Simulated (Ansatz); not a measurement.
# Nb₃Tl: field gradients at two levels of theory

Cell: a structure deposited in the COD, whose atoms a relaxation with PBE at fixed cell left in place.

Space group Pm-3n (No. 223); a = 5.2970 Å.

| site | Wyckoff | site symmetry | x | y | z |
| --- | --- | --- | --- | --- | --- |
| Nb | 6c | -4m.2 | 0.2500 | 0.0000 | 0.5000 |
| Tl | 2a | m-3. | 0.0000 | 0.0000 | 0.0000 |

One atom of each set is listed.

First run. Level of theory: DFT, PBE, plane waves and PAW, scalar-relativistic, 420 eV cutoff, Γ-centred 6×6×6 k-points, Fermi–Dirac smearing 0.05 eV (Ansatz 0.2.0).

| site | V_zz (10²¹ V/m²) | η |
| --- | --- | --- |
| Nb | 6.22 | 0.00 |

Second run. The same atoms and settings, except that the functional is r2SCAN and the cutoff is 500 eV.

(1) What does the second run give?

## Answers

(1) 

```tsv
site	V_zz	η	change of V_zz
Nb	6.88	0.00	+0.66
```

The largest change of V_zz is on Nb, from 6.22 to 6.88. In per cent, |V_zz| changes by +11 on Nb (all sites that start above 2). Sites without a gradient aren't listed.

The run finds no gap above 0.1 eV (a metal, or nearly one), so the gradients can move by 10 % or more with the k-mesh. Without spin–orbit coupling the gradients at and beside Tl can be off by some per cent, at some sites by more.
